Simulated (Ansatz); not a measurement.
**Elastic constants of Ru at 5 GPa (stress–strain coefficients): input and output**

Level of theory: Ansatz, DFT LDA, scalar-relativistic, plane waves, PAW.

Launched with:
```bash
ansatz run input.yaml --threads 1 --pin off --max-ram 3072MiB --backend cpu --events-out ev --progress --plain --runs-dir out
```

Input (bare energies are in eV):
```yaml
crystal:
  lattice:
    - [2.6634364002, 0.0, 0.0]
    - [-1.3317182001, 2.3066035839, 0.0]
    - [0.0, 0.0, 4.2093007244]
  atoms:
    - { symbol: Ru, position: [0.3333333333, 0.6666666667, 0.25] }
    - { symbol: Ru, position: [0.6666666667, 0.3333333333, 0.75] }
basis:
  ecutwfc: 420
kpoints:
  mp_grid: { grid: [18, 18, 10] }
hamiltonian:
  xc: lda
scf:
  occupations: { method: fermi_dirac, width: 0.15 }
output:
  forces: true
  stress: true
  eigenvalues: true
elastic:
  mode: relaxed_ion
  amplitude: 0.005
```

From the output:
```
--- Elastic constants: 3 strain directions × 4 members + reference (group order 24) ---
  dense FFT box of the reference and of every strained cell: 18×18×30
  strains applied: 11, 33, 23; error gains: componentwise 1.00 (the most a stress slope's error grows in a printed constant), spectral 1.41 (1 for all six strains in a standard setting)
  C = ∂σ_k/∂η_j (tension-positive GPa; Voigt order 11 22 33 23 13 12):
       688.755    232.059    219.506     -0.000      0.000      0.000
       232.059    688.755    219.506     -0.000      0.000      0.000
       219.486    219.486    771.524     -0.000      0.000      0.000
         0.000     -0.000      0.000    218.130     -0.000     -0.000
        -0.000      0.000     -0.000     -0.000    218.130      0.000
        -0.000      0.000      0.000     -0.000      0.000    228.348
  reference stress σ⁰ (GPa):     -5.001     -5.001     -4.999      0.000      0.000      0.000
  C* (energy form; C + prestress term) asymmetry max|C*_kj − C*_jk| = 1.783e-2 GPa — a small one proves nothing (zero by symmetry where the batch's group is 432, −43m or m−3m); a large one is finite-difference/SCF noise where every solve ...
  moduli (Voigt/Reuss/Hill, GPa): K = 387.90/387.21/387.56   G = 231.45/230.23/230.84   E = 577.80   ν = 0.252
  mechanically stable: yes (min eigenvalue of sym C = 218.13 GPa)
  harmonic check of the ions' relaxations: strain 23: 1 pair too noisy to judge
  the stresses are not corrected for the forces that the relaxations left standing (`elastic.f_tol`)
  strain η (Voigt 11):  stress-route row diagonal C_11 = 688.76 GPa, energy-path curvature d²(F+E_count+ΔE)/dδ²/Ω₀ = 688.76 GPa
    cells at ±δ against ±2δ: C11 688.94 and 689.48 GPa, apart by 0.08 % of the column's largest entry
         δ    σ_11 (GPa) F (eV) n_scf n_hpsi n_pw
    -1.000e-2     -12.2166      -11516.6291593       6  143486    525   relax 3 steps, max|allowed force component| 1.93e-5 eV/Å
    -5.000e-3      -8.5259      -11516.6375172       6  143808    537   relax 3 steps, max|allowed force component| 1.40e-8 eV/Å
     5.000e-3      -1.6366      -11516.6456291       6  143817    537   relax 3 steps, max|allowed force component| 1.13e-7 eV/Å
     1.000e-2       1.5730      -11516.6456444       6  143750    537   relax 3 steps, max|allowed force component| 2.62e-7 eV/Å
  strain η (Voigt 33):  stress-route row diagonal C_33 = 771.52 GPa, energy-path curvature d²(F+E_count+ΔE)/dδ²/Ω₀ = 771.52 GPa
    cells at ±δ against ±2δ: C33 771.64 and 771.97 GPa, apart by 0.04 % of the column's largest entry
         δ    σ_33 (GPa) F (eV) n_scf n_hpsi n_pw
    -1.000e-2     -13.0044      -11516.6285149       7   86129    523   relax 0 steps, max|allowed force component| 6.94e-17 eV/Å
    -5.000e-3      -8.9287      -11516.6373528       4   67174    523   relax 0 steps, max|allowed force component| 6.48e-17 eV/Å
     5.000e-3      -1.2124      -11516.6454585       4   67148    537   relax 0 steps, max|allowed force component| 5.09e-17 eV/Å
     1.000e-2       2.4350      -11516.6449542       6   71388    537   relax 0 steps, max|allowed force component| 7.17e-17 eV/Å
  strain η (Voigt 23):  stress-route row diagonal C_44 = 218.13 GPa, energy-path curvature d²(F+E_count+ΔE)/dδ²/Ω₀ = 220.64 GPa
    cells at ±δ against ±2δ: C44 218.08 and 217.91 GPa, apart by 0.07 % of the column's largest entry
         δ    σ_23 (GPa) F (eV) n_scf n_hpsi n_pw
    -1.000e-2      -2.1791      -11516.6411827       6  228064    531   relax 3 steps, max|allowed force component| 2.02e-5 eV/Å
    -5.000e-3      -1.0904      -11516.6425176       6  228102    535   relax 2 steps, max|allowed force component| 4.47e-6 eV/Å
     5.000e-3       1.0904      -11516.6425176       6  228022    535   relax 3 steps, max|allowed force component| 2.53e-6 eV/Å
     1.000e-2       2.1791      -11516.6411827       6  228150    531   relax 3 steps, max|allowed force component| 2.02e-5 eV/Å
```

Time: 7.2 min on 1 thread of Arm Neoverse V2, with other jobs on the host, peak memory 0.66 GiB.

In a metal, frequencies and elastic constants depend on the k mesh and the smearing, soft modes and shear constants most.